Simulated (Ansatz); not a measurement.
# TlB6H6: 11B NMR of the central transition

Cell: a computed structure from the Materials Project (it need not be an observed phase), taken as it stands.

Space group Fm-3 (No. 202); a = 10.6628 Å.

| site | Wyckoff | site symmetry | x | y | z |
| --- | --- | --- | --- | --- | --- |
| Tl | 8c | 23. | 0.2500 | 0.7500 | 0.2500 |
| B | 48h | m.. | 0.8649 | 0.5000 | 0.4172 |
| H | 48h | m.. | 0.2320 | 0.5000 | 0.3601 |

One atom of each set is listed; the run and its k-mesh use a cell of 26 atoms with edges of 7.54, 7.54, 7.54 Å.

All values are calculated (Ansatz; DFT, PBE, plane waves and PAW, with spin–orbit coupling, 420 eV cutoff, Γ-centred 5×5×5 k-points, Fermi–Dirac smearing 0.05 eV), not measured.

11B has I = 3/2 and Q = 40.59 mb (Pyykkö 2018); at 7.05 T its Larmor frequency is ν₀ = 96.3 MHz. Only the quadrupole interaction is simulated: positions count from each site's isotropic chemical shift, and J coupling is left out, as are shift anisotropy and dipolar coupling, which fast spinning averages.

Simulated pattern of one B site (fast magic-angle spinning, Gaussian broadening 0.007 kHz):

(offset (kHz), height): (-0.3710, 0), (-0.3620, 0), (-0.3529, 4), (-0.3438, 6), (-0.3348, 6), (-0.3257, 6), (-0.3167, 6), (-0.3076, 6), (-0.2986, 6), (-0.2895, 7), (-0.2804, 7), (-0.2714, 7), (-0.2623, 7), (-0.2533, 7), (-0.2442, 8), (-0.2352, 24), (-0.2261, 51), (-0.2171, 71), (-0.2080, 81), (-0.1989, 59), (-0.1899, 51), (-0.1808, 47), (-0.1718, 45), (-0.1627, 43), (-0.1537, 42), (-0.1446, 42), (-0.1355, 43), (-0.1265, 43), (-0.1174, 45), (-0.1084, 47), (-0.0993, 50), (-0.0903, 54), (-0.0812, 62), (-0.0721, 79), (-0.0631, 100), (-0.0540, 75), (-0.0450, 60), (-0.0359, 17), (-0.0269, 0), (-0.0178, 0)

Task: Which |C_Q| and η does the pattern imply?

Result: The pattern spans 0.316 kHz before broadening and its centre of gravity is at -0.142 kHz, which fixes P_Q; the places of the horns and steps fix η. That gives P_Q = 0.740 MHz, |C_Q| = 0.738 MHz and η = 0.13. The sign of C_Q can't be read from the pattern.

At B V_zz points along its shortest bond, to H (within 2°).
